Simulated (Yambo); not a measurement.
BP (zinc blende, space group F-43m, No. 216); a = b = c = 3.197 Å, α = β = γ = 60.00°. With the G0W0 scissor the direct gap on the mesh is 4.28 eV.

Task: Can the lowest exciton of this BSE run be trusted, and with what binding energy? (Yambo, PBEsol bands; 10×10×10 mesh, 3 valence and 3 conduction bands, static screening with 11 bands and a 4 Ry block, scissor 0.91 eV, Tamm-Dancoff.)

Result: No. The lowest state covers only about 1 of the 1000 k points, so the mesh doesn't resolve it: its energy and its distance from the direct gap are mesh artefacts. An extended exciton needs a far denser mesh. The scissor comes from a G0W0 run whose convergence isn't established. 

Geometry relaxed with PBEsol.
